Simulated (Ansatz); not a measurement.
An Ansatz input:

```yaml
crystal:
  lattice:
    - [2.4693167314, 0.0, 0.0]
    - [-1.2346583657, 2.1384910194, 0.0]
    - [0.0, 0.0, 8.8333163178]
  atoms:
    - { symbol: Cr, position: [0.0, 0.0, 1.0], spin: 1.5 }
    - { symbol: Cr, position: [0.0, 0.0, 0.5], spin: 1.5 }
    - { symbol: Cr, position: [0.3333333333, 0.6666666667, 0.25], spin: -1.5 }
    - { symbol: Cr, position: [0.6666666667, 0.3333333333, 0.75], spin: -1.5 }
hamiltonian:
  xc: mr2scan
  pseudopotentials:
    kind: paw
    azcp:
      Cr: "pseudopotentials/Cr.paw.azcp"
basis:
  ecutwfc: 500
  fft_grid_basis: typed
kpoints:
  mp_grid: { grid: [19, 19, 5], shift: [0, 0, 0] }
magnetization:
  spin_polarized: true
scf:
  occupations: { method: fermi_dirac, width: 0.05 }
output:
  write_density: true
  write_potential: true
  elf: true
  volumetric_format: npy
```

and its output:

```
Engine: ansatz 0.2.0, aarch64-unknown-linux-gnu
Pseudopotentials: kind: paw
Pseudopotential: Cr, paw, valence charge 14, recommended cutoff 500 eV (meta_gga) 
Functional definition: m-r2SCAN
  exchange = m_r2scan_x
  correlation = m_r2scan_c
Crystal: 4 atoms, lattice volume = 46.645 Å³
Basis set: ecut = 500 eV, 1203 PW (Γ), exchange–correlation on 80×80×288 points (64 copies of the dense FFT grid, shifted against one another)
Bands: 38, of which v1, the nominal top of the filled ones, is band 28 counted from 1 (27 counted from 0)
Symmetry: 24 space group operations
Space group: P63/mmc (ITA 194), of the structure as read, at distance tolerance 3.6e-5 Å
Magnetic group: BNS 194.263 (UNI 1493), of the structure as read, at distance tolerance 3.6e-5 Å
k-points: 120 of 1805
Non-local potential: Cr, projectors of the file, l = 0: 3, l = 1: 2, l = 2: 3, l = 3: 1
PAW form: soft (Blöchl's): semilocal exchange-correlation on the pseudo side does not see the compensation charge
PAW frozen core: Cr, regenerated for the run's functional (the file was generated under x = pbe(κ = 0.804, μ = 0.2195149727645171), c = pbe(β = 0.06672455060314922))
PAW one-centre angular grid: Cr, 590 points (default); XC on 160 Gauss nodes
Initial density: superposition of atomic densities (chi_scale 0.1, normalization cell)
Starting moments: Σ|m| = 6 μB on 4 of 4 sites
Starting magnetic order: compensated ferrimagnet; no operation exchanges its spin sublattices
Initial wavefunctions: pseudopotential atomic-orbital guess
Functional: x = mr2scan, c = mr2scan; τ floored in thin density (d = 2e-4 eV/Å³)
SCF iter   1: F=—  HF=-13534.915542 eV  |F-HF|=—  |Δ(HF+E_count)|=         —  Δρ=1.22e-1 (↑1.20e-1 ↓1.22e-1)  dr2=1.90e1  dr2_τ=9.23e-2  dr2_m=9.18e-1  M=0.029 μB ∫|m|=3.638 μB  β_m=0.30  ethr=3.10e-3  ⟨swp⟩=3.3  Hψ=27533  notcnv=0  defer=9
Mixer restart at iter 1: flushing history
SCF iter   2: F=—  HF=-13528.562527 eV  |F-HF|=—  |Δ(HF+E_count)|=    6.35e0  Δρ=6.73e-2 (↑6.57e-2 ↓6.73e-2)  dr2=5.70e0  dr2_τ=6.83e-2  dr2_m=3.80e-1  M=0.045 μB ∫|m|=3.649 μB  β_m=0.30  ethr=3.10e-3  ⟨swp⟩=2.3  Hψ=18850  notcnv=0  defer=451  κ⁻¹=1.0e0(r=1)
SCF iter   3: F=—  HF=-13527.382614 eV  |F-HF|=—  |Δ(HF+E_count)|=    1.18e0  Δρ=2.52e-2 (↑2.51e-2 ↓2.52e-2)  dr2=3.01e-1  dr2_τ=1.20e-2  dr2_m=1.38e-1  M=0.062 μB ∫|m|=3.220 μB  β_m=0.35  ethr=3.10e-3  ⟨swp⟩=2.5  Hψ=18316  notcnv=0  defer=401  κ⁻¹=1.6e-2(r=2)
SCF iter   4: F=—  HF=-13527.500658 eV  |F-HF|=—  |Δ(HF+E_count)|=   1.18e-1  Δρ=1.89e-2 (↑1.85e-2 ↓1.89e-2)  dr2=6.68e-2  dr2_τ=6.29e-3  dr2_m=1.01e-1  M=0.067 μB ∫|m|=2.871 μB  β_m=1.00  ethr=5.37e-4  ⟨swp⟩=2.6  Hψ=14987  notcnv=0  defer=387  κ⁻¹=3.1e-3(r=3)
SCF iter   5: F=—  HF=-13528.183447 eV  |F-HF|=—  |Δ(HF+E_count)|=         —  Δρ=4.25e-2 (↑4.25e-2 ↓3.97e-2)  dr2=1.11e-2  dr2_τ=2.39e-2  dr2_m=7.19e-1  M=0.006 μB ∫|m|=0.555 μB  β_m=0.30  ethr=1.19e-4  ⟨swp⟩=2.6  Hψ=18225  notcnv=0  defer=386
Mixer restart at iter 5: flushing history
...
SCF converged after 17 iterations
Magnetization: -0.0000 μB (28.0000 up, 28.0000 down)
Absolute magnetization: 0.0000 μB (∫|ρ↑−ρ↓|, with the PAW one-centre terms)
Spin contamination: 0.0000 ħ² per cell (⟨S²⟩ above its minimum at these occupations)
Per-site moments (μB) at R_I (Å): [(-1.9149523257377158e-6, 1.0185931517067024), (-1.9149523257509286e-6, 1.0185931517067024), (7.553623977750792e-7, 1.0185931517067024), (7.553623978295585e-7, 1.0185931517067024)]
Free energy (F): -13528.006024 eV
Harris-Foulkes:  -13528.006023 eV  (|F-HF|=1.96e-10)
Internal energy: -13527.964134 eV  (E = F + TS)
E sigma→0 (E₀):  -13527.985079 eV
Entropy (-TS):   -0.041890 eV (-10.472 meV/atom)
Fermi energy:    19.019693 eV
--- Per-component energies (eV) ---
  E_band       = -652.462778
  E_kinetic    = 1376.034064
  E_local      = -4751.684794  (includes V_loc(G=0)·N_el)
  E_nonlocal   = 316.819615
  E_hartree    = 2073.663414
  E_xc         = -551.606411
  E_vxc        = -802.900416  (∫ρ·V_xc dr)
  E_paw        = -4809.886485  (= ΣΔE_a)
  E_vpaw       = -988.831287  (= ΣTr[D̂ρ^β])
  E_aug_tail   = 0.000920  (compensation charges beyond the density's cutoff)
  E_vtau       = 50.772862  (kinetic-family band-sum trace: ∫τ·v_τ [+ j·A + Jᵃ·Aᵃ] dr)
  E_ewald      = -7180.215148
  E_core_change = -1.089309  (= ΣΔE_core)
  E_smearing   = -0.041890  (= −TS)
  E_closure    = -0.000000  (closes the sum)
  Σ components = -13528.006024   (vs F -13528.006024, Δ=0.00e0)
--- Band table (eV; the first three rows and the last of 240) ---
  k-point 0 ↑: bands = ["-55.4875", "-55.4285", "-55.4125", "-55.3527", "-25.9368", "-25.5737", "-25.5616", "-25.1868", "-25.0158", "-25.0158", "-24.9875", "-24.9875", "-24.9729", "-24.9729", "-24.9445", "-24.9445", "10.7756", "12.8357", "12.8481", "14.5154", "17.1035", "17.1116", "17.5719", "18.4736", "18.5455", "18.5455", "18.6256", "18.6256", "18.7797", "18.7797", "18.8769", "18.8769", "20.3992", "20.3992", "20.8290", "20.8290", "21.0369", "21.0369"]
  k-point 1 ↑: bands = ["-55.4843", "-55.4426", "-55.3983", "-55.3560", "-25.9190", "-25.6831", "-25.4511", "-25.2057", "-25.0141", "-25.0141", "-24.9932", "-24.9932", "-24.9672", "-24.9672", "-24.9462", "-24.9462", "10.8709", "12.1811", "13.4912", "14.4760", "17.1531", "17.1869", "17.5387", "18.2808", "18.5584", "18.5584", "18.6299", "18.6299", "18.7737", "18.7737", "18.8592", "18.8592", "20.4298", "20.4298", "20.7506", "20.7506", "21.1235", "21.1235"]
  k-point 2 ↑: bands = ["-55.4750", "-55.4605", "-55.3802", "-55.3655", "-25.8672", "-25.7860", "-25.3452", "-25.2605", "-25.0093", "-25.0093", "-25.0020", "-25.0020", "-24.9584", "-24.9584", "-24.9510", "-24.9510", "11.1511", "11.5988", "14.0119", "14.3303", "17.3172", "17.3995", "17.4466", "17.8351", "18.5912", "18.5912", "18.6235", "18.6235", "18.7792", "18.7792", "18.8169", "18.8169", "20.5123", "20.5123", "20.6265", "20.6265", "21.2661", "21.2661"]
  k-point 119 ↓: bands = ["-55.2259", "-55.2256", "-55.2086", "-55.2083", "-25.7507", "-25.7430", "-25.7175", "-25.6917", "-25.6239", "-25.6085", "-25.5745", "-25.5547", "-25.3599", "-25.3427", "-25.3238", "-25.3107", "16.1102", "16.1212", "16.4780", "16.5390", "16.6475", "16.6868", "16.7269", "16.7582", "17.7027", "17.7705", "17.8347", "17.8585", "19.2400", "19.2989", "19.9654", "20.0293", "20.9233", "21.0882", "21.2622", "21.2788", "26.4750", "26.6438"]
```
